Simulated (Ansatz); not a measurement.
# Os: stiffness from a series of strains

```xyz
2
Lattice="2.7341 0.0000 0.0000 -1.3670 2.3678 0.0000 0.0000 0.0000 4.3197" Properties=species:S:1:pos:R:3 pbc="T T T"
Os    0.0000    1.5785    1.0799
Os    1.3670    0.7893    3.2398
```

Atoms are numbered in the order listed.

The conventional cell has a = 2.734 Å, b = 2.734 Å, c = 4.320 Å, α = 90.00°, β = 90.00°, γ = 120.00°. Os (atom 1) has 12 Os at 2.68 to 2.73 Å as nearest neighbours.

The cell comes from COD entry 9017843, which wasn't checked; take it as a given geometry.

No spin–orbit coupling, which matters for the heavy atoms here.

Level of theory: DFT, PBEsol, all-electron LAPW, scalar-relativistic in Ansatz 0.2.0.

Sampling and basis: a Γ-centred 17×17×10 k mesh, Fermi–Dirac smearing of 0.08 eV, basis error target 1 meV/atom, no spin polarisation.

The strain is applied along the Cartesian axes of the cell as listed (the other components stay zero). Fractional coordinates are held (clamped ions).

σ is the change of stress from the unstrained cell, which is at -2.70 GPa; tension is positive, so slopes are stress–strain coefficients at that pressure. In a metal the k mesh adds noise.

Only quantities that a quadratic follows smoothly over the whole series are listed; rougher ones are left out.

```csv
εxx = εyy,σzz (GPa),σxx (GPa)
-0.0200,-9.79,-22.70
0.0000,0.00,0.00
0.0100,4.35,9.39
0.0200,8.36,17.66
```

Question: Fit the series and read off the stiffness at zero strain.

Answer: Least-squares fits y = p0 + p1 x + p2 x² to the rows give σzz (GPa): p1 = 454, p2 = -1800; σxx (GPa): p1 = 1010, p2 = -6200. So C13 + C23 = 454 GPa and C11 + C12 = 1008 GPa, for these axes.

Question: One run, at εxx = εyy = -0.0100, is withheld. Predict its row.

Answer: The fits give -4.72, -10.74; the run gave -4.71, -10.65.
